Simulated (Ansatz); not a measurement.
A distorted cell of BeSe (zinc blende):

```xyz
2
Lattice="0.0000 2.5300 2.5300 2.5300 0.0000 2.5300 2.5300 2.5300 0.0000" Properties=species:S:1:pos:R:3 pbc="T T T"
Se     3.7950     3.7950     3.7950
Be     0.0000     0.0000     0.0000
```

The numbers are results of PBE (plane waves to 420 eV, PAW, scalar-relativistic; Ansatz, a program for electronic structure), not measurements. k mesh 11×11×11 (Γ-centred), Fermi-Dirac smearing 0.05 eV. E stands for the smeared free energy. Compression counts positive. BeSe was relaxed with its symmetry unable to fall.

Task: What is the stress tensor (GPa)?

Result: 
```
   5.93     0.00     0.00
   0.00     5.93     0.00
   0.00     0.00     5.93
```
The pressure, a third of the trace, is 5.93 GPa.

Task: It is the relaxed cell scaled evenly to V/V₀ = 0.933, atoms relaxed where free. What is its energy relative to the relaxed cell?

Result: 20.2 meV/atom.

(Under strain, the slope of the energy per volume gives the stress and its curvature an elastic modulus.)
